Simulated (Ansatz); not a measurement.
ZnCu2SnS4 (kesterite type, space group I-4)

```yaml
crystal:
  lattice:
    - [-2.73424, 2.73424, 5.46757]
    - [2.73424, -2.73424, 5.46757]
    - [2.73424, 2.73424, -5.46757]
  atoms:
    - { symbol: Cu, position: [0.00000, 0.00000, 0.00000] }
    - { symbol: Cu, position: [0.75000, 0.25000, 0.50000] }
    - { symbol: Zn, position: [0.25000, 0.75000, 0.50000] }
    - { symbol: Sn, position: [0.50000, 0.50000, 0.00000] }
    - { symbol: S, position: [0.63691, 0.62896, 0.52468] }
    - { symbol: S, position: [0.10428, 0.11223, 0.47532] }
    - { symbol: S, position: [0.37104, 0.89572, 0.00795] }
    - { symbol: S, position: [0.88777, 0.36309, 0.99205] }
```

Equation-of-state scan: isotropic scaling of the cell above, V₀ being its volume. The atoms relax within the cell's symmetry.

All values below come from PBE (plane waves to 420 eV, PAW, scalar-relativistic; Ansatz, an electronic-structure program). k mesh 9×9×9 (Γ-centred), Fermi-Dirac smearing 0.05 eV. E stands for the smeared free energy. With the shape held, the modulus is that of even scaling; a crystal free to change shape is softer. At this level the bands of ZnCu2SnS4 touch or barely overlap; measurements give the solid a gap. The PAW data are Ansatz's earlier set. ZnCu2SnS4 is run without spin polarisation. ZnCu2SnS4 was relaxed with its symmetry unable to fall. ΔE is measured from the relaxed starting cell. The last digit holds for this mesh only.

| V (Å³/atom) | ΔE (meV/atom) |
|---|---|
| 18.394 | 53.2 |
| 18.905 | 28.4 |
| 19.416 | 12.0 |
| 19.927 | 2.8 |
| 20.438 | 0.0 |
| 20.949 | 2.6 |
| 21.460 | 9.9 |
| 21.971 | 21.2 |
| 22.482 | 36.0 |

Task: What is the fitted pressure derivative B₀′?

Result: 4.8.

Task: What bulk modulus at fixed cell shape B₀ follows from a third-order Birch-Murnaghan fit?

Result: 68.0 GPa.

(Under strain, the slope of the energy per volume gives the stress and its curvature an elastic modulus.)
